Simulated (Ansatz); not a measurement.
YbPO₄ single point

input.yaml (Ansatz 0.2.0)

```yaml
crystal:
  lattice:
    - [-3.38512113, 3.38512113, 2.96019143]
    - [3.38512113, -3.38512113, 2.96019143]
    - [3.38512113, 3.38512113, -2.96019143]
  atoms:
    - { symbol: Yb, position: [0.875, 0.125, 0.75] }
    - { symbol: Yb, position: [0.125, 0.875, 0.25] }
    - { symbol: P, position: [0.625, 0.375, 0.25] }
    - { symbol: P, position: [0.375, 0.625, 0.75] }
    - { symbol: O, position: [0.2922, 0.2162, 0.076] }
    - { symbol: O, position: [0.2162, 0.6402, 0.924] }
    - { symbol: O, position: [0.6402, 0.2162, 0.424] }
    - { symbol: O, position: [0.2162, 0.2922, 0.576] }
    - { symbol: O, position: [0.7078, 0.7838, 0.924] }
    - { symbol: O, position: [0.7838, 0.7078, 0.424] }
    - { symbol: O, position: [0.3598, 0.7838, 0.576] }
    - { symbol: O, position: [0.7838, 0.3598, 0.076] }
kpoints:
  mp_grid: { grid: [4, 4, 4], shift: [0, 0, 0] }
  band_path:
    path:
      - [0.0, 0.0, 0.0]
      - [0.0, 0.0, 0.5]
      - [-0.5, 0.5, 0.5]
      - [0.0, 0.0, 0.0]
      - [0.44117503, 0.44117503, -0.44117503]
      - [-0.44117503, 0.55882497, 0.44117503]
      - [-0.5, 0.5, 0.5]
      - [0.0, 0.0, 0.5]
      - [0.25, 0.25, 0.25]
      - [0.0, 0.5, 0.0]
      - [0.0, 0.0, 0.0]
    npoints: 6
magnetization:
  spin_polarized: false
scf:
  occupations: { method: gaussian, width: 0.013 }
  lower_state_search: "off"
  max_iter: 200
hamiltonian:
  pseudopotentials: { kind: paw }
  xc: r2scan
basis:
  ecutwfc: 500
  fft_grid_basis: typed
output:
  forces: true
  stress: true
  eigenvalues: true
  bader: true
  populations: true
  elf: true
  write_potential: true
  volumetric_format: npy
  dos:
    e_range: [-12, 8]
    de: 0.05
    projected: { site_lists: { O: [O], P: [P], Yb: [Yb] } }
checkpoint:
  read: saved_state
```

The saved state is an earlier solution for the same cell, perhaps on another mesh. 

Output (shortened):

```
Yb: projections on atomic orbitals take those of the free atom [Kr 4d10] 4f14 5s2 5p6 5d0 6s2, of charge +0.00 (hamiltonian.pseudopotentials.projection_atoms); the dataset's partial waves leave at most 1.5e-4 of an orbital's norm unspanned inside its sphere
Pseudopotentials: kind: paw
Pseudopotential: Yb, paw, valence charge 24, recommended cutoff 500 eV (meta_gga), Yb.paw.azcp
Pseudopotential: P, paw, valence charge 5, recommended cutoff 500 eV (meta_gga), P.paw.azcp
Pseudopotential: O, paw, valence charge 6, recommended cutoff 500 eV (meta_gga), O.paw.azcp
Functional definition: r2SCAN
  exchange = r2scan_x(k0 = k0, k1 = k1, a1 = a1)
  correlation = r2scan_c
Crystal: 12 atoms, lattice volume = 135.684 Å³
Basis set: ecut = 500 eV, 3483 PW (Γ), exchange–correlation on 180×180×180 points (64 copies of the dense FFT grid, shifted against one another)
Bands: 65, of which v1, the nominal top of the filled ones, is band 53 counted from 1 (52 counted from 0)
Symmetry: 16 space group operations
Space group: I41/amd (ITA 141), of the structure as read, at distance tolerance 5.1e-5 Å
k-points: 13 of 64
Initial density: read from a saved state, or passed on in memory by an earlier SCF of this step, an earlier step, the calling program or the single point that the run made first
Functional: x = r2scan, c = r2scan; τ floored in thin density (d = 2e-4 eV/Å³)
SCF iter   1: F=-33693.2759 eV  Δρ=2.32e-3  dr2=1.53e-3  dr2_τ=1.39e-3
SCF iter   2: F=-33693.2753 eV  Δρ=1.22e-3  dr2=6.25e-4  dr2_τ=3.14e-5
SCF iter   3: F=-33693.2717 eV  Δρ=2.18e-3  dr2=1.67e-3  dr2_τ=1.56e-5  recentre
SCF iter   4: F=-33693.2766 eV  Δρ=3.63e-4  dr2=5.66e-5  dr2_τ=7.32e-6
SCF iter   5: F=-33693.2769 eV  Δρ=7.29e-5  dr2=5.61e-6  dr2_τ=3.21e-7
SCF iter   6: F=-33693.2769 eV  Δρ=3.06e-5  dr2=2.45e-7  dr2_τ=2.57e-7
SCF iter   7: F=-33693.2769 eV  Δρ=2.95e-5  dr2=1.16e-6  dr2_τ=7.90e-9
SCF iter   8: F=-33693.2769 eV  Δρ=2.86e-5  dr2=1.06e-6  dr2_τ=6.57e-9
SCF iter   9: F=-33693.2769 eV  Δρ=1.23e-5  dr2=1.99e-7  dr2_τ=1.82e-9
SCF iter  10: F=-33693.2769 eV  Δρ=7.21e-6  dr2=6.88e-8  dr2_τ=8.40e-10
Free energy (F): -33693.2769 eV
Harris-Foulkes:  -33693.2769 eV  (|F-HF|=7.07e-8)
Internal energy: -33693.2735 eV  (E = F + TS)
E sigma→0 (E₀):  -33693.2752 eV
Entropy (-TS):   -0.0034 eV (-0.281 meV/atom)
Fermi energy:    8.6764 eV
--- Forces (eV/Å), atoms counted from 1 ---
  atom   1  Yb     0.0000     0.0000     0.0000
  atom   2  Yb     0.0000     0.0000     0.0000
  atom   3  P      0.0000     0.0000     0.0000
  atom   4  P      0.0000     0.0000     0.0000
  atom   5  O      0.0000    -1.3783    -0.8894
  atom   6  O      1.3783     0.0000    -0.8894
  atom   7  O      0.0000     1.3783    -0.8894
  atom   8  O     -1.3783     0.0000    -0.8894
  atom   9  O      0.0000     1.3783     0.8894
  atom  10  O      1.3783     0.0000     0.8894
  atom  11  O      0.0000    -1.3783     0.8894
  atom  12  O     -1.3783     0.0000     0.8894
--- Stress (GPa, compression-positive) ---
        9.6651       0.0000       0.0000
        0.0000       9.6651       0.0000
        0.0000       0.0000      12.3531
  P = ⅓ Tr σ = 10.5611 GPa (105.611 kbar)
--- Löwdin populations: 12 sites ---
  site symbol       q [e]
     0     Yb     23.0396
     1     Yb     23.0396
     2      P      2.6855
     3      P      2.6855
     4      O      6.7044
     5      O      6.7044
     6      O      6.7044
     7      O      6.7044
     8      O      6.7044
     9      O      6.7044
    10      O      6.7044
    11      O      6.7044
  spilling = 0.0086 (of n_electrons = 106.0000)
--- Bader charges: 12 sites ---
  site symbol  charge [e]  shift [e]
     0     Yb      2.1878     0.0008
     1     Yb      2.1878     0.0008
     2      P      3.9468     0.0067
     3      P      3.9468     0.0067
     4      O     -1.5336     0.0015
     5      O     -1.5337     0.0015
     6      O     -1.5336     0.0015
     7      O     -1.5336     0.0015
     8      O     -1.5336     0.0015
     9      O     -1.5336     0.0015
    10      O     -1.5336     0.0015
    11      O     -1.5337     0.0015
```

Origin: a known structure type with other elements, at an estimated volume, so it need not be a known compound. Caveats: no spin polarisation, so a magnetic state may lie lower; the k mesh is coarse if the cell is a metal; atoms or cell far from equilibrium; f levels without a U or exact exchange are poorly placed.
